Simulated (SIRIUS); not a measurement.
A self-consistent single point of ZnS (P6_3mc, 8 atoms in the cell; from Materials Project mp-10281, changed as shown).

```
ZnS
1.0
    3.77886     0.00000     0.00000
   -1.88943     3.27259     0.00000
    0.00000     0.00000    12.47777
Zn S
4 4
Direct
  0.66667   0.33333   0.74993
  0.33333   0.66667   0.24993
  0.00000   0.00000   0.50000
  0.00000   0.00000   0.00000
  0.66667   0.33333   0.93773
  0.33333   0.66667   0.43773
  0.00000   0.00000   0.68734
  0.00000   0.00000   0.18734
```

Computed with PBE, PseudoDojo 0.5 standard norm-conserving PBE (tails mended) pseudopotentials (plane waves; SIRIUS).

SIRIUS settings:

- parameters.ngridk: 5 5 1
- parameters.xc_functionals: [XC_GGA_X_PBE, XC_GGA_C_PBE]
- parameters.gk_cutoff: 9.165 1/bohr
- parameters.pw_cutoff: 18.331 1/bohr
- parameters.smearing: fermi_dirac
- parameters.smearing_width: 0.000734986 Ha
- potentials: PseudoDojo 0.5 standard norm-conserving PBE (tails mended) pseudopotentials
- parameters.electronic_structure_method: pseudopotential
- parameters.num_bands: 62
- parameters.num_mag_dims: 0
- parameters.num_dft_iter: 100
- parameters.energy_tol: 1e-07 Ha
- parameters.density_tol: 1e-06
- mixer.type: anderson
- mixer.beta: 0.5
- mixer.use_hartree: true

Results:

- Number of valence electrons = 104
- Number of bands = 62
- Number of k-points after the program's reduction = 5
- Number of plane waves (most at a k-point) = 13568
- Number of SCF iterations = 15
- FFT grid = 45 × 45 × 144
- Free energy E − TS = -23957.4381 eV
- Pressure = 3.45 GPa
- Largest force (vector length) = 0.097 eV/Å

Forces (eV/Å):
| atom | Fx | Fy | Fz |
|---|---|---|---|
| Zn1 | 0.000 | 0.000 | 0.086 |
| Zn2 | 0.000 | 0.000 | 0.086 |
| Zn3 | 0.000 | 0.000 | 0.097 |
| Zn4 | 0.000 | 0.000 | 0.097 |
| S5 | 0.000 | 0.000 | -0.091 |
| S6 | 0.000 | 0.000 | -0.091 |
| S7 | 0.000 | 0.000 | -0.092 |
| S8 | 0.000 | 0.000 | -0.092 |

Stress (GPa, positive for compression):
```
3.97  0.00  0.00
0.00  3.97  0.00
0.00  0.00  2.39
```

For comparison: a first run was changed to give this one (lattice vector c scaled by 1.01), and from it to this one the free energy goes down by 3.9 meV/atom, the pressure goes from 4.29 to 3.45 GPa and the largest force goes from 0.027 to 0.097 eV/Å.

The structure comes from a collection of computed structures, made at another level of theory; the collection holds predicted forms beside known ones. Its lattice was then scaled.

Cost on one core: around 80 core-seconds (rough).

“Tails mended”: in these copies of the files the far tail of each local potential was reset to the Coulomb form.
